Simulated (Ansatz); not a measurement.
Se (trigonal-Se type, space group P3_121)

```yaml
crystal:
  lattice:
    - [4.53455, 0.00000, 0.00000]
    - [-2.26727, 3.92703, 0.00000]
    - [0.00000, 0.00000, 5.04146]
  atoms:
    - { symbol: Se, position: [0.21814, 0.00000, 0.83333] }
    - { symbol: Se, position: [0.00000, 0.21814, 0.16667] }
    - { symbol: Se, position: [0.78186, 0.78186, 0.50000] }
```

Equation-of-state scan: isotropic scaling of the cell above, V₀ being its volume. The atoms relax within the cell's symmetry.

All values below come from PBE (plane waves to 420 eV, PAW, scalar-relativistic; Ansatz, a first-principles code). k mesh 8×8×7 (Γ-centred), Fermi-Dirac smearing 0.05 eV. Stress and pressure are positive under compression. Se was relaxed with its symmetry unable to fall.

At one point of the scan the stress tensor (GPa) is:

```
  -0.40     0.00     0.00
   0.00    -0.40     0.00
   0.00     0.00    -2.50
```

Problem. Which point is it?
A) V/V₀ = 1.100
B) V/V₀ = 1.050
C) V/V₀ = 1.075
D) V/V₀ = 1.025

Solution. A, V/V₀ = 1.100

(A scan under strain: stresses follow from slopes of the energy per volume, elastic moduli from its curvatures.)
